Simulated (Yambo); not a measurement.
BSE-type run in Yambo on Rb2NaAlF6 (space group Fm-3m, No. 225), at zero momentum.

Quantum ESPRESSO step (PBEsol, PseudoDojo standard norm-conserving files, scalar-relativistic):
```
&CONTROL
  calculation = 'nscf'
  pseudo_dir = './pseudo'
  outdir = './out'
/
&SYSTEM
  ibrav = 0
  nat = 10
  ntyp = 4
  ecutwfc = 88.0
  ecutrho = 352.0
  occupations = 'fixed'
  force_symmorphic = .true.
  nbnd = 96
/
&ELECTRONS
  conv_thr = 1e-08
  diago_full_acc = .true.
  diago_thr_init = 1e-08
/
ATOMIC_SPECIES
F 18.9984 F.upf
Na 22.9898 Na.upf
Al 26.9815 Al.upf
Rb 85.4678 Rb.upf
CELL_PARAMETERS angstrom
  0.000000000000   4.224640000000   4.224640000000
  4.224640000000   0.000000000000   4.224640000000
  4.224640000000   4.224640000000   0.000000000000
ATOMIC_POSITIONS crystal
F   0.781100000000   0.218900000000   0.218900000000
F   0.218900000000   0.781100000000   0.781100000000
F   0.218900000000   0.781100000000   0.218900000000
F   0.781100000000   0.218900000000   0.781100000000
F   0.218900000000   0.218900000000   0.781100000000
F   0.781100000000   0.781100000000   0.218900000000
Na   0.500000000000   0.500000000000   0.500000000000
Al   0.000000000000   0.000000000000   0.000000000000
Rb   0.750000000000   0.750000000000   0.750000000000
Rb   0.250000000000   0.250000000000   0.250000000000
K_POINTS automatic
4 4 4 0 0 0
```

Yambo input:
```
rim_cut
optics
bse
bss
dipoles
em1s
RandQpts= 1000000
RandGvec= 1 Ry
FFTGvecs= 40 Ry
Chimod= "HARTREE"
BSKmod= "SEX"
BSEmod= "resonant"
BSSmod= "hs"
BSENGexx= 15 Ry
BSENGBlk= 2 Ry
% KfnQP_E
 4.018 | 1.0 | 1.0 |
%
% BSEQptR
 1 | 1 |
%
% BSEBands
 19 | 42 |
%
% BEnRange
 0.0 | 16.4 | eV
%
% BDmRange
 0.15 | 0.15 | eV
%
BEnSteps= 328
% BLongDir
 1.0 | 0.0 | 0.0 |
%
BSHayTrs= -0.02
BSSNEig= 24
WRbsWF
% BndsRnXs
 2 | 92 |
%
NGsBlkXs= 2 Ry
% LongDrXs
 1.0 | 1.0 | 1.0 |
%
```

From the report:

The dimension is k points × valence × conduction bands = 64 × 18 × 6 = 6912.
```
   [SLEPC] Approach                          : Krylov-Schur
   [SLEPC] Number of requested eigenvalues   :  24
   [SLEPC] Number of eigenvalues        [NEV]:  24
    [K] Dimension                                    :   6912
    [K] Bands                                        :   19   42
    [K] Exchange res                                 : yes
    [K] Correlation res                              : yes
    [K] W interaction is bare                        : no
    [K] RL vectors exchange                          :  1037
    [K] RL vectors correlation                       :   65
    [W] Matrix size                                  :   65
    [W] Bands                                        :    2   92
    [W] Coulomb Cutoff                               : none
    [W] Hxc Kernel                                   : HARTREE
```
Lowest eigenvalues (eV; in brackets the number of states within 2 meV): 9.24 (3), 9.63 (3), 9.73 (3), 10.06 (3), 10.38 (3), 10.38 (6). They depend on the mesh, which isn't converged, and on the G0W0 scissor.

Geometry of the Materials Project entry, not relaxed at this level.

The structure is a Materials Project entry; no match was found in the copy of COD used, and its stability was not checked.
